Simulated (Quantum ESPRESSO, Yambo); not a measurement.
**G0W0 results for RbBr at +2 % biaxial strain**

```
RbBr
1.0
    4.15311     0.00000     0.00000
    0.00000     4.15311     0.00000
    0.00000     0.00000     4.04799
Br Rb
1 1
Direct
  0.50000   0.50000   0.50000
  0.00000   0.00000   0.00000
```

The PBEsol cell relaxed from Materials Project entry mp-23303 was given a biaxial strain of +2 % along x and y, z relaxed, and the atoms were relaxed again.

Starting point: PBEsol (Quantum ESPRESSO, PseudoDojo norm-conserving, 46 Ry, no spin-orbit coupling). G0W0 in Yambo: 4×4×4 Γ-centred k mesh, 155 bands and a 10 Ry block in the screening, 155 bands in G with the Bruneval-Gonze terminator, plasmon pole fitted at 27.2 eV.

* **PBEsol gap along the band path**: 3.84 eV
* **PBEsol gap between the mesh's edge points (M → Γ)**: 3.84 eV
* **G0W0 gap between the same points**: 6.30 eV
* **PBEsol smallest direct gap on the mesh (at Γ)**: 3.98 eV
* **G0W0 direct gap at that point**: 6.46 eV

```csv
k point,band,E PBEsol (eV),E QP (eV),shift (eV),Z
Γ,VB,-0.14,-1.92,-1.77,0.81
Γ,CB,3.84,4.54,0.70,0.86
M,VB,0.00,-1.76,-1.76,0.81
M,CB,5.06,5.88,0.81,0.87
A,VB,-1.44,-3.32,-1.88,0.81
A,CB,8.00,8.85,0.85,0.86
```

Energies count from the PBEsol valence-band maximum.

Convergence of the G0W0 settings was not tested.

Spin-orbit splittings are left out.

This is not the ordinary phase of the substance; no match was found in the copy of COD used, and its stability was not checked.
